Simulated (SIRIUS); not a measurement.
Consider a self-consistent single point of TiSi2 (P-1, 6 atoms in the cell; from Materials Project mp-2582, changed as shown).

```xyz
6
Lattice="0.0000 4.1595 4.3064 2.3666 0.0000 4.2220 2.3666 4.0780 0.0000" Properties=species:S:1:pos:R:3 pbc="T T T"
Ti     2.3666     4.1188     4.2642
Ti     3.5499     6.1782     6.3963
Si     2.3666     6.8984     4.2927
Si     2.3666     1.3392     4.2357
Si     1.1833     3.3986     2.1458
Si     1.1833     0.7202     2.1184
```

Level of theory: LDA (PW92), GBRV LDA ultrasoft pseudopotentials (plane waves; SIRIUS).

SIRIUS settings:

| key | value |
|---|---|
| parameters.ngridk | 6 6 6 |
| parameters.xc_functionals | [XC_LDA_X, XC_LDA_C_PW] |
| parameters.gk_cutoff | 6.325 1/bohr |
| parameters.pw_cutoff | 14.143 1/bohr |
| parameters.smearing | fermi_dirac |
| parameters.smearing_width | 0.00367493 Ha |
| potentials | GBRV LDA ultrasoft pseudopotentials |
| parameters.electronic_structure_method | pseudopotential |
| parameters.num_bands | 24 |
| parameters.num_mag_dims | 0 |
| parameters.num_dft_iter | 100 |
| parameters.energy_tol | 1e-07 Ha |
| parameters.density_tol | 1e-06 |
| mixer.type | anderson |
| mixer.beta | 0.3 |
| mixer.use_hartree | true |

Results:

```
Quantity                                                  Value
------------------------------------------------  -------------
Number of valence electrons                                  40
Number of bands                                              24
Number of k-points after the program's reduction            112
Number of plane waves (most at a k-point)                  2414
Number of SCF iterations                                     17
FFT grid                                           54 × 45 × 45
Free energy E − TS                                -3772.8945 eV
Fermi level (on the code's own zero)                   12.52 eV
Pressure                                              -3.74 GPa
Largest force (vector length)                        0.185 eV/Å
```

Forces (eV/Å):
```tsv
atom	Fx	Fy	Fz
Ti1	-0.116	0.115	0.087
Ti2	0.116	-0.115	-0.087
Si3	-0.051	-0.039	-0.026
Si4	-0.045	0.138	0.069
Si5	0.051	0.039	0.026
Si6	0.045	-0.138	-0.069
```

Stress (GPa, positive for compression):
```
-1.57   2.28   2.64
 2.28  -4.29  -1.99
 2.64  -1.99  -5.34
```

For comparison: a first run was changed to give this one (lattice vector a scaled by 1.02), and from it to this one the free energy rises by 10.5 meV/atom, the pressure goes from -0.86 to -3.74 GPa and the largest force goes from 0.117 to 0.185 eV/Å.

The structure comes from a collection of computed structures, made at another level of theory; the collection holds predicted forms beside known ones. Its lattice was then scaled. No clean gap shows at this smearing width and mesh (spacing up to 0.28 Å⁻¹); the mesh is coarse for partly filled bands, so the values carry mesh errors.

Cost on one core: around 6 core-minutes (rough).
